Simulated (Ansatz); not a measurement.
GaN (wurtzite)

```
CELL_PARAMETERS angstrom
      3.18312     0.00000     0.00000
     -1.59156     2.75667     0.00000
      0.00000     0.00000     5.18375
ATOMIC_POSITIONS crystal
  Ga 0.66667 0.33333 0.00099
  Ga 0.33333 0.66667 0.50099
  N  0.66667 0.33333 0.62421
  N  0.33333 0.66667 0.12421
```

The volume is varied about the relaxed value V₀ at fixed cell shape. The atoms relax within the cell's symmetry.

The numbers are results of r2SCAN (plane waves to 500 eV, PAW, scalar-relativistic; Ansatz, a first-principles code), not measurements. k mesh 12×12×7 (Γ-centred), Fermi-Dirac smearing 0.05 eV. Energies are smeared free energies. With the shape held, the modulus is that of even scaling; a crystal free to change shape is softer. GaN was relaxed with its symmetry unable to fall. ΔE is measured from the relaxed starting cell.

| V (Å³/atom) | ΔE (meV/atom) |
|---|---|
| 10.234 | 84.0 |
| 10.424 | 56.5 |
| 10.613 | 35.0 |
| 10.803 | 19.1 |
| 10.993 | 8.2 |
| 11.182 | 2.0 |
| 11.372 | 0.0 |
| 11.561 | 1.9 |
| 11.751 | 7.3 |
| 11.940 | 16.0 |
| 12.130 | 27.7 |
| 12.319 | 42.1 |
| 12.509 | 59.0 |

What is the fitted pressure derivative B₀′?

4.3.

What bulk modulus at fixed cell shape B₀ follows from a third-order Birch-Murnaghan fit?

197 GPa. Check by three points about V = 11.372 Å³/atom, step 0.190: d²E/dV² ≈ (2.0 − 2·0.0 + 1.9) meV / 0.190² = 0.109 eV/Å⁶, and V·d²E/dV² × 160.2 = 198 GPa.

(Under strain, the slope of the energy per volume gives the stress and its curvature an elastic modulus.)
